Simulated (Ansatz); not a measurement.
**Pressure against volume in PrMgH**

The cell was found from a structure generator's guess, not taken from experiment.

All numbers below come from Ansatz 0.2.0, DFT PBE, scalar-relativistic, plane waves, PAW, and for the lanthanide a 4f-in-core norm-conserving potential. Settings of the last relaxation (3-atom cell): 660 eV, 12×12×10 k points, Gaussian smearing of 0.10 eV, no spin polarisation.

```yaml
crystal:
  lattice:
    - [3.59640, 0.00000, 0.00000]
    - [0.00000, 3.59640, 0.00000]
    - [0.00000, 0.00000, 4.48789]
  atoms:
    - { symbol: Pr, position: [0.00000, 0.00000, 0.00000] }
    - { symbol: Mg, position: [0.50000, 0.50000, 0.50000] }
    - { symbol: H, position: [0.50000, 0.50000, 0.00000] }
```

The cell was set to several volumes, with shape and atoms relaxed at each where symmetry leaves them free. Pressure is positive in compression, and energies count from the lowest row. No row has a gap on its mesh.

| row | V (Å³/atom) | P (GPa) | ΔE (meV/atom) |
| --- | --- | --- | --- |
| 1 | 17.027 | 7.80 | 50.8 |
| 2 | 17.608 | 5.41 | 27.1 |
| 3 | 18.188 | ? | ? |
| 4 | 18.768 | 1.56 | 2.7 |
| 5 | 19.349 | 0.00 | 0.0 |
| 6 | 19.929 | -1.36 | 2.5 |
| 7 | 20.510 | -2.53 | 9.6 |
| 8 | 21.284 | -3.85 | 25.1 |

Task: Find B = −V·ΔP/ΔV from rows 4 and 6 and from rows 1 and 2, and from the two its slope B′ and its value B0 at zero pressure.

Result: Rows 4 and 6 give −(18.768 + 19.929)/2 × (-1.36 − (1.56))/(19.929 − 18.768) = 48.7 GPa at a mean pressure of 0.10 GPa. Rows 1 and 2 give −(17.027 + 17.608)/2 × (5.41 − (7.80))/(17.608 − 17.027) = 71.2 GPa at a mean pressure of 6.61 GPa. So B′ = (71.2 − 48.7)/(6.61 − (0.10)) = 3.46 and B0 = 48.7 − 3.46 × (0.10) = 48.4 GPa. A third-order Birch–Murnaghan fit to all the energies gives B0 = 48.0 GPa and B′ = 3.7.

Task: Estimate the pressure and energy of row 3.

Result: From row 5, V0 = 19.349 × (1 + (0.00)/48.4) = 19.349 Å³/atom. Murnaghan's form P = (B0/B′)·[(V0/V)^B′ − 1] gives (48.4/3.46) × [(19.349/18.188)^3.46 − 1] = 3.34 GPa; the computed pressure is 3.34 GPa, so the estimate is off by 0.00 GPa. The work of compression from row 4, with the mean of the two pressures, gives ΔE = 2.7 + (3.34 + 1.56)/2 × (18.768 − 18.188)/160.2 × 1000 = 11.6 meV/atom (1 eV/Å³ = 160.2 GPa); the computed value is 11.4 meV/atom.

All volumes keep the k mesh of the relaxed cell. A later test with randomly moved atoms came back to the same energy, though modes that don't fit the test's cell weren't probed.

The lanthanide is trivalent by construction, without f bands, f moments or other valences.
